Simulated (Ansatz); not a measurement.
**Trial structure types under relaxation**

Method: DFT r2SCAN, scalar-relativistic, plane waves, PAW (Ansatz 0.2.0). All cells share a 500 eV cutoff and Γ-centred k meshes spaced at most 0.3 Å⁻¹ (0.19 for metals, 2π included).

Each formula is placed on the named type at a guessed volume, then cell and atoms relax at zero pressure without lowering the symmetry. Keeping the type says nothing about stability against other structures or lower symmetry. Neighbours of unlike kind (in an element, all neighbours) are counted within 25 % of the shortest distance of their pair. The atoms listed around a site end at a clear gap in distance instead, so their number can differ.

(1) In2O3 on the A-type sesquioxide type (P-3m1, No. 164), with In for La: does the type hold?

(2) Does SiB3 keep the TiAl3 (D0_22) type (I4/mmm, No. 139), with Si for Ti, B for Al?

(3) Does Pd keep the samarium (9R) type (R-3m, No. 166)?

(4) Does Pd keep the beta-tin type (I4_1/amd, No. 141)?

## Answers

(1) Yes: a = 3.421 Å, c = 6.094 Å. In has 3 O at 2.08 Å and 4 O at 2.45–2.54 Å; O on Wyckoff site a (1 atom of the primitive cell) has 6 In at 2.45 Å and 6 O at 2.89 Å (next O at 3.42 Å); O on Wyckoff site d (2 atoms of the primitive cell) is coordinated by 3 In at 2.08 Å.

(2) Yes: a = 2.934 Å, c = 7.313 Å. Around Si lie 4 B at 2.07 Å and 8 B at 2.34 Å; B on Wyckoff site b (1 atom of the primitive cell) is coordinated by 4 Si at 2.07 Å and 8 B at 2.34 Å; B on Wyckoff site d (2 atoms of the primitive cell) is coordinated by 4 B at 2.07 Å, 4 B at 2.34 Å and 4 Si at 2.34 Å.

(3) Yes: a = 2.750 Å, c = 20.567 Å. Pd on Wyckoff site a (1 atom of the primitive cell) is coordinated by 12 Pd at 2.75–2.78 Å; around Pd on Wyckoff site c (2 atoms of the primitive cell) lie 12 Pd at 2.75–2.79 Å.

(4) Yes: a = 4.969 Å, c = 2.662 Å. Pd has 6 Pd at 2.57–2.66 Å (next Pd at 3.19 Å).